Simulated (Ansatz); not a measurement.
Relaxed Ta (bcc, W type):

```yaml
crystal:
  lattice:
    - [-3.31957, 3.31957, 3.31957]
    - [1.65979, -1.65979, 1.65979]
    - [1.65979, 1.65979, -1.65979]
  atoms:
    - { symbol: Ta, position: [0.00000, 0.00000, 0.00000] }
    - { symbol: Ta, position: [0.50000, 0.00000, 0.00000] }
```

In this cell atom 1 (Ta, nearest neighbour Ta at 2.875 Å; its periodic images, 2.9 Å or more away, move with it) is moved by s along Cartesian z, unit vector (0.000, 0.000, 1.000); all other atoms and the cell stay fixed.

Computed with PBE (plane waves to 420 eV, PAW, scalar-relativistic; Ansatz, an electronic-structure program). k mesh 8×16×16 (Γ-centred), Fermi-Dirac smearing 0.05 eV. The energy includes the smearing's −TS. Stress and pressure are positive under compression. Left out: 4 of 11 points, with atoms too close for the PAW data. With partly filled bands, energies and forces of such displacements shift with the k mesh and the smearing. F∥ is the force on the atom along that direction. F⊥ is the part of the force across the line. On this mesh the relaxed cell isn't quite at rest: it carries a pressure of 0.2 GPa (compression positive) at the zero of the scan. Spin-orbit coupling is left out, though Ta is heavy. Ta is run without spin polarisation. Ta was relaxed with its symmetry unable to fall. The zero of ΔE is the undisplaced structure.

| s (Å) | ΔE (eV/cell) | |F⊥| (eV/Å) | F∥ (eV/Å) | P (GPa) |
|---|---|---|---|---|
| -0.516 | 0.690 | 1.684 | 2.839 | 12.1 |
| -0.344 | 0.296 | 0.992 | 1.826 | 5.4 |
| -0.172 | 0.067 | 0.385 | 0.832 | 1.5 |
| 0.000 | 0.000 | 0.000 | 0.000 | 0.2 |
| 0.172 | 0.067 | 0.385 | -0.832 | 1.5 |
| 0.344 | 0.296 | 0.992 | -1.826 | 5.4 |
| 0.516 | 0.690 | 1.684 | -2.839 | 12.1 |

Key numbers:

The energy at s = 0.516 Å is 690 meV/cell. The force along the line at s = -0.516 Å is 2.84 eV/Å. Symmetry of the curve: even: the same for both signs. Shape of the curve: a single well with its minimum at or next to zero displacement.

(For displaced atoms, the force is minus the slope of the energy, and its curvature is a force constant, which sets phonon frequencies.)
